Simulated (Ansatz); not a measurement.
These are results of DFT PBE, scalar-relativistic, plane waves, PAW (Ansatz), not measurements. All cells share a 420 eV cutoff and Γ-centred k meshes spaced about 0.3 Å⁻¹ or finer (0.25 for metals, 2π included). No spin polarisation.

Relaxed structures of KC, with energies over the first row. Coordination counts C atoms around K (those within 1.25 times the shortest such distance or 1.15 times the sum of covalent radii; a plus sign parts nearer from farther groups; the shortest distance is added where it is long for a bond; a slash parts the counts of unlike sites).

| # | form | sites | V (Å³/atom) | coordination | ΔE (meV/atom) |
| --- | --- | --- | --- | --- | --- |
| 1 | P4/mmm | K 1d, 1c; C 2g | 25.2 | K 8/8+8 from 3.8 Å | 0 |
| 2 | R3m | K 3a, 3a, 3a; C 9b | 40.7 | K 3/6 | 178 |

A further structure, relaxed alike:

```
K C
1.0
     3.02773   -3.80908    0.00000
     3.02773    3.80908    0.00000
     0.00000    0.00000    3.81366
K C
2 2
Direct
  0.70727 0.29273 0.00000
  0.29273 0.70727 0.00000
  0.89533 0.89533 0.50000
  0.10467 0.10467 0.50000
```

Q: Place it among the others.

A: It is the lowest, 124 meV/atom below row 1, with space group Cmmm (No. 65) and 22.0 Å³/atom. Counting C atoms around K, this cell has K 4+4 and row 1 has K 8/8+8 from 3.8 Å. This cell and row 1 both hold C–C pairs. K has 4 C at 3.00 Å, 3 K at 3.10–3.16 Å, 4 C at 3.44 Å and 2 K at 3.81 Å; C is surrounded by 1 C at 1.27 Å, 4 K at 3.00 Å and 4 K at 3.44 Å.

Even the lowest cell shown lies +0.40 eV/atom against the elements' standard structures at this level. No dispersion correction is applied, so the spacing and binding between layers, chains or molecules are poorly described (R3m), and this can change margins and order among such cells. In R3m an odd number of electrons in the primitive cell allows no gap without spin; a larger cell or a magnetic state could open one. Trial moments fell under 0.15 μB along the way in R3m; another start might hold them. With atoms moved at random, the further cell (by 164 meV/atom) fell into a lower structure. Row 1 and row 2 had no clear such test and can be saddle points. Some types were kept out of the candidates beforehand, so the set may lack a known form.
